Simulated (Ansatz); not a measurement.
One crystal and one scan (energy over volume and axial ratio) at two levels, PBEsol (plane waves to 420 eV, PAW, scalar-relativistic; Ansatz, an electronic-structure program) and PBE (plane waves to 420 eV, PAW, scalar-relativistic; Ansatz), each from its own relaxed cell and on its own mesh. The cell shown is that of PBEsol.

LiBr (rock salt)

```
CELL_PARAMETERS angstrom
      0.00000     2.70567     2.70567
      2.70567     0.00000     2.70567
      2.70567     2.70567     0.00000
ATOMIC_POSITIONS crystal
  Br 0.00000 0.00000 0.00000
  Li 0.50000 0.50000 0.50000
```

Two coordinates are scanned: the volume, and the ratio of the stretch along z (the conventional c axis) to the stretch across it. Atoms keep their fractional coordinates.

E stands for the smeared free energy. LiBr was relaxed with its symmetry unable to fall. Percentages come from the unrounded values. Both scans cover V/V₀ from 0.960 to 1.040 and (c/a)/(c/a)₀ from 0.920 to 1.080.

Results of PBEsol:

```
Quantity                                                     Value
-----------------------------------------------------------  -----
Lattice constant a (Å)                                       5.411
Shear modulus C′ = (C11 − C12)/2 (fit, atoms clamped) (GPa)   17.7
```

### Question
What does PBE give for the same quantities?

### Answer
| quantity | PBE | PBEsol − PBE |
|---|---|---|
| Lattice constant a (Å) | 5.511 | -0.100 (-1.8 %) |
| Shear modulus C′ = (C11 − C12)/2 (fit, atoms clamped) (GPa) | 12.2 | +5.5 (+45 %) |

PBEsol gives the higher value for: shear modulus C′. PBEsol gives the lower value for: lattice constant a.

(Under strain, the slope of the energy per volume gives the stress and its curvature an elastic modulus.)
